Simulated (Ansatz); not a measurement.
ScAgSe$_{2}$:
```
CELL_PARAMETERS angstrom
      3.89617     0.00000     0.00000
     -1.94809     3.37419     0.00000
      0.00000     0.00000     6.62642
ATOMIC_POSITIONS crystal
  Sc 0.00000 0.00000 0.00000
  Ag 0.00000 0.00000 0.50000
  Se 0.33333 0.66667 0.23173
  Se 0.66667 0.33333 0.76827
```

DFT-r²SCAN in the program Ansatz with PAW potentials gives a gap of 0.98 eV without spin–orbit coupling, maximum at A, minimum at L.

Problem. What happens when spin–orbit coupling is switched on?

Solution. The gap drops by 0.12 eV, to 0.86 eV; maximum at A, minimum at L.

Problem. Give the electron effective mass with spin–orbit coupling.

Solution. 0.33, 0.65, 1.5 mₑ (principal values).

Problem. Give the hole effective mass with spin–orbit coupling.

Solution. 0.22, 0.22, 0.58 mₑ (principal values).

Space group P-3m1. The workflow started from a Materials Project entry (that database holds measured and hypothetical structures alike); the Crystallography Open Database copy checked does not list it. With Sc and Ag taken as one species the cell has the higher symmetry P6_3/mmc, so it may be an ordered model of a mixed-site phase. Its standing as an ambient phase is unchecked. The cell was relaxed with r²SCAN under the symmetry of its start; whether a distortion lowers the energy is not shown. No spin polarisation was allowed.

Potentials: the later of the program's two PAW sets.
